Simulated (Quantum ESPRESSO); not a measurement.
## Si3AlO7F (one run as intended and one with a planted mistake)

Simulated, not a measurement. The program is pw.x of Quantum ESPRESSO 7.5 (plane-wave density functional theory). The cell is made up: 12 atoms on a rutile lattice, with randomly drawn elements, strain and displacements, not relaxed. PseudoDojo standard norm-conserving files (v0.5 for PBE, v0.4.1 for LDA and PBEsol) set the functional; there is no spin polarisation, spin-orbit coupling or dispersion term, and the masses in the input are unused placeholders.

Intended input:

```
&control calculation='scf', pseudo_dir='./dojo.nc.sr.pbe.v0_5.standard.upf', outdir='./o', disk_io='medium', tprnfor=.true., tstress=.true. /
&system ibrav=0, nat=12, ntyp=4, nbnd=38, ecutwfc=84.00895049, nosym=.true., tot_charge=0,
 occupations='smearing', smearing='fd', degauss=0.0018374661
/
&electrons conv_thr=7.350e-09, electron_maxstep=60, /
ATOMIC_SPECIES
Al 1.0 Al.upf
F 1.0 F.upf
O 1.0 O.upf
Si 1.0 Si.upf
CELL_PARAMETERS angstrom
4.2598 0.0 0.0
0.0 4.2598 0.0
0.0 0.0 5.4179
ATOMIC_POSITIONS angstrom
Si 0.0258 -0.0243 -0.0496
Si 2.1009 2.1857 1.309
Si -0.0257 -0.0294 2.6371
Al 2.2834 2.1681 4.057
O 1.1707 1.2723 -0.0114
O 2.977 2.9403 -0.0102
O 3.3181 0.8057 1.2618
O 0.8756 3.4053 1.346
O 1.3184 1.3448 2.666
F 2.9663 2.9754 2.7769
O 3.4256 0.819 4.1333
O 0.8087 3.4737 4.0305
K_POINTS automatic
5 5 4 1 1 1
```

The log is shortened where brackets say so; the opening notice, blank lines, dates and the lines on written files are dropped, and the path of the files is cut. It prints rydbergs, bohrs and kilobars, and counts compression as positive stress. Where no state is partly filled, the Fermi energy that it prints is only some level between the filled and the empty states on the mesh, and need not lie in the true gap.

Log of the intended run:

```
     Program PWSCF v.7.5
     Parallel version (MPI & OpenMP), running on       1 processor cores
     Number of MPI processes:                 1
     Threads/MPI process:                     1
     [start-up lines left out]
     bravais-lattice index     =            0
     lattice parameter (alat)  =       8.0499  a.u.
     unit-cell volume          =     663.4466 (a.u.)^3
     number of atoms/cell      =           12
     number of atomic types    =            4
     number of electrons       =        64.00
     number of Kohn-Sham states=           38
     kinetic-energy cutoff     =      84.0090  Ry
     charge density cutoff     =     336.0358  Ry
     scf convergence threshold =      7.3E-09
     mixing beta               =       0.7000
     number of iterations used =            8  plain     mixing
     Exchange-correlation= PBE
                           (   1   4   3   4   0   0   0)
     [axes and pseudopotential details left out]
   Cartesian axes
     site n.     atom                  positions (alat units)
         1        Si     tau(   1) = (   0.0060566  -0.0057045  -0.0116437  )
         2        Si     tau(   2) = (   0.4931922   0.5130992   0.3072914  )
         3        Si     tau(   3) = (  -0.0060331  -0.0069017   0.6190666  )
         4        Al     tau(   4) = (   0.5360346   0.5089676   0.9523921  )
         5        O      tau(   5) = (   0.2748251   0.2986760  -0.0026762  )
         6        O      tau(   6) = (   0.6988591   0.6902437  -0.0023945  )
         7        O      tau(   7) = (   0.7789333   0.1891403   0.2962111  )
         8        O      tau(   8) = (   0.2055496   0.7994037   0.3159773  )
         9        O      tau(   9) = (   0.3094981   0.3156956   0.6258510  )
        10        F      tau(  10) = (   0.6963472   0.6984835   0.6518851  )
        11        O      tau(  11) = (   0.8041692   0.1922625   0.9703038  )
        12        O      tau(  12) = (   0.1898446   0.8154608   0.9461712  )
     number of k points=    50  Fermi-Dirac smearing, width (Ry)=  0.0018
                       cart. coord. in units 2pi/alat
        k(    1) = (   0.1000000   0.1000000   0.0982807), wk =   0.0400000
        k(    2) = (   0.1000000   0.1000000   0.2948421), wk =   0.0400000
     [further k points left out]
     Dense  grid:    69055 G-vectors     FFT dimensions: (  48,  48,  60)
     Estimated max dynamical RAM per process >      98.96 MB
     Initial potential from superposition of free atoms
     starting charge      63.9957, renormalised to      64.0000
     Starting wfcs are   48 randomized atomic wfcs
     total cpu time spent up to now is       13.7 secs
     per-process dynamical memory:    65.6 Mb
     Self-consistent Calculation
     iteration #  1     ecut=    84.01 Ry     beta= 0.70
     Davidson diagonalization with overlap
     ethr =  1.00E-02,  avg # of iterations =  2.6
     total cpu time spent up to now is       46.1 secs
     total energy              =    -310.68922445 Ry
     estimated scf accuracy    <       2.55746813 Ry
     iteration #  2     ecut=    84.01 Ry     beta= 0.70
     Davidson diagonalization with overlap
     ethr =  4.00E-03,  avg # of iterations =  2.7
     total cpu time spent up to now is       79.3 secs
     total energy              =    -311.42635136 Ry
     estimated scf accuracy    <       1.65202271 Ry
     [iterations 3 to 9 left out]
     iteration # 10     ecut=    84.01 Ry     beta= 0.70
     Davidson diagonalization with overlap
     ethr =  9.56E-10,  avg # of iterations =  2.0
     total cpu time spent up to now is      318.7 secs
     total energy              =    -311.74572663 Ry
     estimated scf accuracy    <       0.00000002 Ry
     iteration # 11     ecut=    84.01 Ry     beta= 0.70
     Davidson diagonalization with overlap
     ethr =  3.72E-11,  avg # of iterations =  3.1
     total cpu time spent up to now is      345.9 secs
     End of self-consistent calculation
     [lines on levels left out]
     the Fermi energy is    12.5910 ev
!    total energy              =    -311.74572663 Ry
     estimated scf accuracy    <          4.8E-09 Ry
     smearing contrib. (-TS)   =       0.00000000 Ry
     internal energy E=F+TS    =    -311.74572663 Ry
     The total energy is F=E-TS. E is the sum of the following terms:
     one-electron contribution =     -46.05856359 Ry
     hartree contribution      =      71.26766530 Ry
     xc contribution           =     -82.87340753 Ry
     ewald contribution        =    -254.08142082 Ry
     convergence has been achieved in  11 iterations
     Forces acting on atoms (cartesian axes, Ry/au):
     atom    1 type  4   force =     0.00934791    0.06190027   -0.02626274
     atom    2 type  4   force =    -0.11874048   -0.18722380   -0.12163216
     atom    3 type  4   force =     0.13623708    0.17690209    0.08761325
     atom    4 type  1   force =    -0.21728132   -0.15238201    0.09905945
     atom    5 type  3   force =     0.07717514    0.05802860    0.05104249
     atom    6 type  3   force =     0.04209089    0.05792518    0.12860333
     atom    7 type  3   force =     0.06305208   -0.05113074    0.10540582
     atom    8 type  3   force =    -0.06783211    0.04762593    0.02730270
     atom    9 type  3   force =     0.00478799    0.00852811   -0.04120316
     atom   10 type  2   force =     0.06078001    0.05955193   -0.13197758
     atom   11 type  3   force =     0.02154088   -0.06218635   -0.12478320
     atom   12 type  3   force =    -0.01115807   -0.01753922   -0.05316819
     Total force =     0.561118     Total SCF correction =     0.000125
     Computing stress (Cartesian axis) and pressure
          total   stress  (Ry/bohr**3)                   (kbar)     P=       75.21
   0.00023467   0.00013913   0.00006293           34.52       20.47        9.26
   0.00013913   0.00052869   0.00008307           20.47       77.77       12.22
   0.00006293   0.00008307   0.00077046            9.26       12.22      113.34
     init_run     :     12.70s CPU     13.64s WALL (       1 calls)
     electrons    :    314.55s CPU    332.21s WALL (       1 calls)
     forces       :      4.34s CPU      4.40s WALL (       1 calls)
     stress       :     21.10s CPU     21.18s WALL (       1 calls)
     [timing details left out]
     PWSCF        :   5m52.96s CPU   6m12.19s WALL
     JOB DONE.
```

A second run has one planted mistake: the cell and the positions are scaled by a wrong factor. The input lines that differ, file-writing options aside:

```
- 4.2598 0.0 0.0
+ 4.1857 0.0 0.0
- 0.0 4.2598 0.0
+ 0.0 4.1857 0.0
- 0.0 0.0 5.4179
+ 0.0 0.0 5.3236
- Si 0.0258 -0.0243 -0.0496
+ Si 0.0254 -0.0239 -0.0487
- Si 2.1009 2.1857 1.309
+ Si 2.0643 2.1477 1.2862
- Si -0.0257 -0.0294 2.6371
+ Si -0.0253 -0.0289 2.5912
- Al 2.2834 2.1681 4.057
+ Al 2.2437 2.1304 3.9864
- O 1.1707 1.2723 -0.0114
+ O 1.1503 1.2502 -0.0112
- O 2.977 2.9403 -0.0102
+ O 2.9252 2.8891 -0.01
- O 3.3181 0.8057 1.2618
+ O 3.2604 0.7917 1.2398
- O 0.8756 3.4053 1.346
+ O 0.8604 3.346 1.3226
- O 1.3184 1.3448 2.666
+ O 1.2955 1.3214 2.6196
- F 2.9663 2.9754 2.7769
+ F 2.9147 2.9236 2.7286
- O 3.4256 0.819 4.1333
+ O 3.366 0.8047 4.0614
- O 0.8087 3.4737 4.0305
+ O 0.7946 3.4133 3.9604
```

Its log:

```
     Program PWSCF v.7.5
     Parallel version (MPI & OpenMP), running on       4 processor cores
     Number of MPI processes:                 4
     Threads/MPI process:                     1
     [start-up lines left out]
     bravais-lattice index     =            0
     lattice parameter (alat)  =       7.9098  a.u.
     unit-cell volume          =     629.4166 (a.u.)^3
     number of atoms/cell      =           12
     number of atomic types    =            4
     number of electrons       =        64.00
     number of Kohn-Sham states=           38
     kinetic-energy cutoff     =      84.0090  Ry
     charge density cutoff     =     336.0358  Ry
     scf convergence threshold =      7.3E-09
     mixing beta               =       0.7000
     number of iterations used =            8  plain     mixing
     Exchange-correlation= PBE
                           (   1   4   3   4   0   0   0)
     [axes and pseudopotential details left out]
   Cartesian axes
     site n.     atom                  positions (alat units)
         1        Si     tau(   1) = (   0.0060683  -0.0057099  -0.0116349  )
         2        Si     tau(   2) = (   0.4931792   0.5131041   0.3072843  )
         3        Si     tau(   3) = (  -0.0060444  -0.0069045   0.6190601  )
         4        Al     tau(   4) = (   0.5360394   0.5089710   0.9523855  )
         5        O      tau(   5) = (   0.2748166   0.2986836  -0.0026758  )
         6        O      tau(   6) = (   0.6988556   0.6902310  -0.0023891  )
         7        O      tau(   7) = (   0.7789378   0.1891440   0.2961990  )
         8        O      tau(   8) = (   0.2055570   0.7993884   0.3159806  )
         9        O      tau(   9) = (   0.3095062   0.3156939   0.6258451  )
        10        F      tau(  10) = (   0.6963471   0.6984734   0.6518862  )
        11        O      tau(  11) = (   0.8041666   0.1922498   0.9703037  )
        12        O      tau(  12) = (   0.1898368   0.8154669   0.9461739  )
     number of k points=    50  Fermi-Dirac smearing, width (Ry)=  0.0018
                       cart. coord. in units 2pi/alat
        k(    1) = (   0.1000000   0.1000000   0.0982817), wk =   0.0400000
        k(    2) = (   0.1000000   0.1000000   0.2948451), wk =   0.0400000
     [further k points left out]
     Dense  grid:    65479 G-vectors     FFT dimensions: (  48,  48,  60)
     Estimated max dynamical RAM per process >     156.36 MB
     Estimated total dynamical RAM >     577.49 MB
     Initial potential from superposition of free atoms
     starting charge      63.9957, renormalised to      64.0000
     Starting wfcs are   48 randomized atomic wfcs
     total cpu time spent up to now is        2.7 secs
     per-process dynamical memory:   125.9 Mb
     Self-consistent Calculation
     iteration #  1     ecut=    84.01 Ry     beta= 0.70
     Davidson diagonalization with overlap
     ethr =  1.00E-02,  avg # of iterations =  2.8
     total cpu time spent up to now is        7.2 secs
     total energy              =    -310.67107857 Ry
     estimated scf accuracy    <       2.56907792 Ry
     iteration #  2     ecut=    84.01 Ry     beta= 0.70
     Davidson diagonalization with overlap
     ethr =  4.01E-03,  avg # of iterations =  3.0
     total cpu time spent up to now is       11.6 secs
     total energy              =    -311.42785992 Ry
     estimated scf accuracy    <       1.46194487 Ry
     [iterations 3 to 9 left out]
     iteration # 10     ecut=    84.01 Ry     beta= 0.70
     Davidson diagonalization with overlap
     ethr =  4.41E-10,  avg # of iterations =  2.0
     total cpu time spent up to now is       44.8 secs
     total energy              =    -311.70953494 Ry
     estimated scf accuracy    <       0.00000001 Ry
     iteration # 11     ecut=    84.01 Ry     beta= 0.70
     Davidson diagonalization with overlap
     ethr =  1.58E-11,  avg # of iterations =  3.1
     total cpu time spent up to now is       49.2 secs
     End of self-consistent calculation
     [lines on levels left out]
     the Fermi energy is    11.2811 ev
!    total energy              =    -311.70953494 Ry
     estimated scf accuracy    <          3.9E-09 Ry
     smearing contrib. (-TS)   =      -0.00000000 Ry
     internal energy E=F+TS    =    -311.70953494 Ry
     The total energy is F=E-TS. E is the sum of the following terms:
     one-electron contribution =     -39.39305382 Ry
     hartree contribution      =      69.61287349 Ry
     xc contribution           =     -83.34977361 Ry
     ewald contribution        =    -258.57958100 Ry
     convergence has been achieved in  11 iterations
     Forces acting on atoms (cartesian axes, Ry/au):
     atom    1 type  4   force =     0.00605441    0.05563654   -0.01674080
     atom    2 type  4   force =    -0.11487080   -0.19691964   -0.12419448
     atom    3 type  4   force =     0.13933416    0.19201115    0.09233821
     atom    4 type  1   force =    -0.24443246   -0.16390203    0.10543719
     atom    5 type  3   force =     0.08322629    0.06519870    0.05143786
     atom    6 type  3   force =     0.05695897    0.07324358    0.14088313
     atom    7 type  3   force =     0.05933283   -0.04776699    0.11347662
     atom    8 type  3   force =    -0.06911587    0.04896727    0.02778148
     atom    9 type  3   force =    -0.00765761   -0.00267856   -0.03849814
     atom   10 type  2   force =     0.07145561    0.07088462   -0.15162448
     atom   11 type  3   force =     0.01547199   -0.06128489   -0.14001307
     atom   12 type  3   force =     0.00424248   -0.03338975   -0.06028353
     Total force =     0.604389     Total SCF correction =     0.000088
     Computing stress (Cartesian axis) and pressure
          total   stress  (Ry/bohr**3)                   (kbar)     P=      243.57
   0.00128523   0.00013077   0.00004889          189.06       19.24        7.19
   0.00013077   0.00162232   0.00006036           19.24      238.65        8.88
   0.00004889   0.00006036   0.00205977            7.19        8.88      303.00
     init_run     :      2.52s CPU      2.62s WALL (       1 calls)
     electrons    :     46.30s CPU     46.60s WALL (       1 calls)
     forces       :      0.93s CPU      0.94s WALL (       1 calls)
     stress       :      2.90s CPU      2.90s WALL (       1 calls)
     [timing details left out]
     PWSCF        :     52.73s CPU     53.18s WALL
     JOB DONE.
```

```
                                            intended run  run with the mistake
                          free energy (eV)     -4241.517             -4241.024
                    smearing term -TS (eV)        0.0000                0.0000
                            pressure (GPa)          7.52                 24.36
            largest force component (eV/Å)         5.587                 6.285
largest change of a force component (eV/Å)                               0.698
                                iterations            11                    11
```

For scale, a rerun of the intended cell at a cutoff of 1437 eV and k mesh 7 x 7 x 6 moved values by no more than 0.003 eV in energy, 0.04 GPa in stress and 0.002 eV/Å in force.